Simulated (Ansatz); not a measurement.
SnSe2: a run for the field gradients

```yaml
crystal:
  lattice:
    - [3.811, 0.0, 0.0]
    - [-1.9055, 3.3004228138, 0.0]
    - [0.0, 0.0, 6.136]
  atoms:
    - { symbol: Sn, position: [0.0, 0.0, 0.0] }
    - { symbol: Se, position: [0.3333333333, 0.6666666667, 0.2616066491] }
    - { symbol: Se, position: [0.6666666667, 0.3333333333, 0.7383933509] }
kpoints:
  mp_grid: { grid: [8, 8, 5] }
scf:
  occupations: { method: fermi_dirac, width: 0.02 }
  max_iter: 50
hamiltonian:
  xc: pbe
  pseudopotentials: { kind: paw, frozen_core: stored }
output:
  forces: true
  stress: true
  populations: true
  efg: { quadrupole_moments_barn: { Sn: -0.132 } }
magnetization:
  spin_polarized: "yes please"
```

The quadrupole moment typed for Sn is that of the 23.9 keV Mössbauer state of ¹¹⁹Sn; the ground state has I = 1/2 and no quadrupole moment.

```sh
ansatz run input.yaml --threads 1 --pin off --max-ram 3072MiB --backend cpu --events-out ev --progress --plain --runs-dir out
```

Problem. Does this calculation finish, and if not, why?

Solution. The program refused the input. The input holds a value of the wrong type. The program says:

```
Error: YAML parse error: error: line 24 column 19: invalid boolean (strict mode expects true/false)
  --> <input>:24:19
   |
22 |   efg: { quadrupole_moments_barn: { Sn: -0.132 } }
23 | magnetization:
24 |   spin_polarized: "yes please"
   |                   ^ invalid boolean (strict mode expects true/false)
```

Against a sound input the change was `magnetization.spin_polarized`: not typed → yes please; `scf.max_iter`: not typed → 50.

With the sound settings the run converges and gives V_zz (10²¹ V/m²) Sn 0.084 (η 0.00), Se -4.45 (η 0.00). These hold for the positions as typed, which a relaxation reached. Without spin–orbit coupling (the program notes it for Sn) the gradients can shift somewhat, as the gap is small. With a gap of 0.6 eV on this mesh, small gradients can still move by 0.1 × 10²¹ V/m² or more as the k-mesh gets denser.
